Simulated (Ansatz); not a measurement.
Molecular dynamics of CaB6

Computed with Ansatz (plane waves, PAW, 420 eV cutoff): PBE, scalar-relativistic, no spin polarisation, 2×4×4 k-mesh, Gaussian smearing of 0.05 eV. The datasets are Ansatz's generated set soft_2.

The compound is reported in the structure type of the start.

A 2×1×1 supercell of the crystal, at a volume where it isn’t at zero pressure (14 atoms) starts from its ideal positions with Maxwell–Boltzmann velocities for 1200 K; NVT with a Nosé–Hoover thermostat, time step 3.0 fs.

```yaml
crystal:
  lattice:
    - [8.2940071454, 0.0, 0.0]
    - [0.0, 4.1470035727, 0.0]
    - [0.0, 0.0, 4.1470035727]
  atoms:
    - { symbol: Ca, position: [0.0, 0.0, 0.0] }
    - { symbol: B, position: [0.1008278646, 0.5, 0.5] }
    - { symbol: B, position: [0.3991721354, 0.5, 0.5] }
    - { symbol: B, position: [0.25, 0.5, 0.2016557291] }
    - { symbol: B, position: [0.25, 0.5, 0.7983442709] }
    - { symbol: B, position: [0.25, 0.2016557291, 0.5] }
    - { symbol: B, position: [0.25, 0.7983442709, 0.5] }
    - { symbol: Ca, position: [0.5, 0.0, 0.0] }
    - { symbol: B, position: [0.6008278646, 0.5, 0.5] }
    - { symbol: B, position: [0.8991721354, 0.5, 0.5] }
    - { symbol: B, position: [0.75, 0.5, 0.2016557291] }
    - { symbol: B, position: [0.75, 0.5, 0.7983442709] }
    - { symbol: B, position: [0.75, 0.2016557291, 0.5] }
    - { symbol: B, position: [0.75, 0.7983442709, 0.5] }
basis:
  ecutwfc: 420
  ecutrho_ratio: 4
kpoints:
  mp_grid: { grid: [2, 4, 4] }
hamiltonian:
  xc: pbe
scf:
  occupations: { method: gaussian, width: 0.05 }
output:
  forces: true
  stress: true
  eigenvalues: true
md:
  timestep: 3.0
  n_steps: 30
  ensemble: nvt_nose_hoover
  temperature: 1200
  initial_velocities: maxwell_boltzmann
  seed: 234666
```

Launched as:
```sh
ansatz run input.yaml --threads 8 --pin off --max-ram 12288MiB --backend cpu --events-out ev --progress --plain --runs-dir out
```

How do temperature, potential energy and pressure develop over the first steps?

Kinetic energy flows into the lattice: the temperature goes from 1200 K to a minimum of 423 K at 54 fs and stands at 815 K after 90 fs, with the potential energy 81 meV/atom over the start. Starting from the bottom of their wells, the modes swing together and trade kinetic for potential energy, and the thermostat adds or takes energy besides: kinetic plus potential energy has changed by 35 meV/atom at the last step. The run is far too short for thermal averages. The temperature counts 3N − 3 degrees of freedom, and the pressure holds the kinetic part.

```csv
t (fs),T (K),E_pot − E_pot(0) (meV/atom),P (GPa),rms shift (Å),drift of the conserved energy (meV/atom)
0.0,1200,0.0,1.47,0.000,0.00
6.0,669,68.5,2.54,0.086,4.80
12.0,470,91.6,1.38,0.132,3.78
18.0,551,82.1,0.52,0.153,3.48
24.0,613,74.6,1.67,0.166,2.63
30.0,493,91.9,3.72,0.176,4.47
36.0,636,74.5,2.60,0.177,2.92
42.0,692,70.3,0.93,0.180,3.49
48.0,559,87.9,1.80,0.187,3.19
54.0,423,107.6,3.72,0.189,4.80
60.0,661,78.8,2.97,0.177,2.23
66.0,608,90.4,1.72,0.163,4.49
72.0,722,79.2,1.72,0.146,3.69
78.0,817,71.6,3.73,0.134,3.47
84.0,827,75.2,4.18,0.136,3.97
90.0,815,81.0,1.93,0.151,4.01
```

Positions (Å) and forces (eV/Å) at t = 48.0 fs:

```xyz
14
Lattice="8.294 0.000 0.000 0.000 4.147 0.000 0.000 0.000 4.147" Properties=species:S:1:pos:R:3:forces:R:3 pbc="T T T"
Ca    0.000   -0.036    0.216   -0.020    0.162   -0.481
B     0.786    2.292    2.050    2.290   -1.352    0.118
B     3.407    2.238    2.168   -1.975   -0.907   -1.445
B     2.135    2.223    0.820   -0.272   -0.367    1.417
B     2.066    2.169    3.282    0.014    0.744    1.691
B     2.099    0.984    2.128   -0.170    1.520   -0.800
B     2.104    3.521    2.208   -0.182   -2.063   -1.610
Ca    4.023   -0.020   -0.216    0.641    0.293    0.747
B     5.031    1.889    2.151    0.175    1.627   -0.921
B     7.448    1.953    2.069    1.753    0.919   -0.335
B     6.278    1.997    0.797   -0.613   -0.504   -0.451
B     6.312    1.911    3.263   -0.566    0.893    1.037
B     6.282    0.719    1.963   -0.383   -0.812    0.528
B     6.275    3.193    1.982   -0.693   -0.153    0.505
```

It took about 10 core-minutes on a shared host.

The k-mesh is coarse, so small energy differences aren't converged.
